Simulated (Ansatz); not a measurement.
## Two states of FeBrO

```xyz
6
Lattice="3.7186 0.0000 0.0000 0.0000 3.4240 0.0000 0.0000 0.0000 8.3749" Properties=species:S:1:pos:R:3 pbc="T T T"
Fe    0.9296    2.5680    0.9279
Fe    2.7889    0.8560    7.4469
O     0.9296    0.8560    7.9142
O     2.7889    2.5680    0.4606
Br    0.9296    0.8560    2.7470
Br    2.7889    2.5680    5.6279
```

Single point in Ansatz 0.2.0 with PBE. Cutoff 420 eV, PAW datasets, 5×5×2 (shifted by 0, 0.5, 0.5 steps) k mesh, fermi-dirac filling (width 0.0217 eV).

State A: Fe1 along (0.00, 0.00, 1.00), Fe2 along (0.00, 0.00, -1.00) (spinors with spin-orbit coupling). State B: Fe1 along (1.00, 0.00, 0.00), Fe2 along (1.00, 0.00, 0.00), O3 along (1.00, 0.00, 0.00), O4 along (1.00, 0.00, 0.00) (spinors with spin-orbit coupling).

**Question.** Compare the two self-consistent states.

**Answer.** State A is lower by 33.8 meV an atom at zero smearing.

```json
{"state": "A", "free energy (meV/atom)": "0.0", "largest moment in a small sphere (μB)": "3.63", "net moment (μB/cell)": "0.00", "gap on mesh (eV)": "0.11", "pressure (GPa)": "2.9", "largest force (eV/Å)": "0.50"}
{"state": "B", "free energy (meV/atom)": "33.5", "largest moment in a small sphere (μB)": "3.44", "net moment (μB/cell)": "8.51", "gap on mesh (eV)": "metal", "pressure (GPa)": "1.4", "largest force (eV/Å)": "0.38"}
```

Origin: a known structure type with other elements, at an estimated volume, so it need not be a known compound. Caveats: semilocal functionals often miss the gap of such magnets; the k mesh is coarse if the cell is a metal; the gap is not wide against the smearing; the SCF threshold is loose for a stress.
